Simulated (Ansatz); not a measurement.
HgS:
```yaml
crystal:
  lattice:
    - [0.00000, 2.90595, 2.90595]
    - [2.90595, 0.00000, 2.90595]
    - [2.90595, 2.90595, 0.00000]
  atoms:
    - { symbol: Hg, position: [0.00000, 0.00000, 0.00000] }
    - { symbol: S, position: [0.75000, 0.75000, 0.75000] }
```

Relaxed with LDA.

**Question.** Which orbitals make up the states near the Fermi level in LDA (plane waves, PAW; program Ansatz)?

**Answer.** Within 0.5 eV of the Fermi level: S 3p 80 %, Hg 5d 16 %. Projections are on Löwdin-orthogonalised atomic valence shells; empty p or d shells of many metals are not among them.

**Question.** Tabulate the density of states.

**Answer.** States/eV per cell of 2 atoms, in 0.25 eV bins, energy from the Fermi level.

```csv
E (eV),total,Hg 5d,S 3p,Hg 6s
-7.85,0.00,0.00,0.00,0.00
-7.60,0.00,0.00,0.00,0.00
-7.35,1.66,1.27,0.31,0.07
-7.10,11.78,9.50,1.98,0.27
-6.85,5.65,4.73,0.77,0.12
-6.60,3.94,3.33,0.42,0.16
-6.35,11.77,11.48,0.15,0.10
-6.10,3.05,2.51,0.25,0.23
-5.85,1.82,1.31,0.21,0.21
-5.60,0.49,0.30,0.10,0.06
-5.35,1.25,0.44,0.45,0.28
-5.10,1.67,0.60,0.56,0.39
-4.85,1.00,0.35,0.34,0.22
-4.60,0.76,0.25,0.26,0.16
-4.35,0.60,0.19,0.21,0.13
-4.10,0.49,0.15,0.18,0.10
-3.85,0.41,0.12,0.15,0.08
-3.60,0.35,0.10,0.13,0.07
-3.35,0.29,0.08,0.11,0.06
-3.10,0.91,0.14,0.63,0.06
-2.85,1.51,0.21,1.12,0.06
-2.60,1.37,0.19,1.01,0.06
-2.35,1.93,0.27,1.49,0.05
-2.10,1.89,0.26,1.46,0.05
-1.85,1.85,0.26,1.44,0.04
-1.60,1.81,0.25,1.42,0.03
-1.35,1.79,0.25,1.42,0.03
-1.10,1.65,0.24,1.32,0.02
-0.85,1.03,0.15,0.82,0.01
-0.60,0.70,0.11,0.56,0.00
-0.35,0.45,0.07,0.36,0.00
-0.10,0.14,0.02,0.12,0.00
0.15,0.01,0.00,0.01,0.00
0.40,0.03,0.00,0.01,0.01
0.65,0.05,0.00,0.03,0.02
0.90,0.09,0.00,0.04,0.04
1.15,0.15,0.00,0.06,0.07
1.40,0.35,0.00,0.12,0.16
1.65,0.53,0.01,0.18,0.25
1.90,0.60,0.01,0.21,0.28
2.15,0.67,0.01,0.24,0.31
2.40,0.75,0.01,0.27,0.35
2.65,0.88,0.01,0.32,0.41
2.90,1.11,0.01,0.41,0.51
3.15,1.81,0.02,0.64,0.74
3.40,1.03,0.01,0.33,0.37
3.65,0.59,0.00,0.13,0.13
3.90,0.42,0.00,0.03,0.01
4.15,0.51,0.00,0.03,0.02
4.40,0.63,0.00,0.04,0.02
4.65,0.80,0.00,0.05,0.02
```

Space group F-43m (zinc blende). The cell was relaxed with LDA under the symmetry of its start. Scalar-relativistic: spin–orbit coupling is off unless named, which matters more the heavier the elements.

Potentials: the later of the program's two PAW sets.
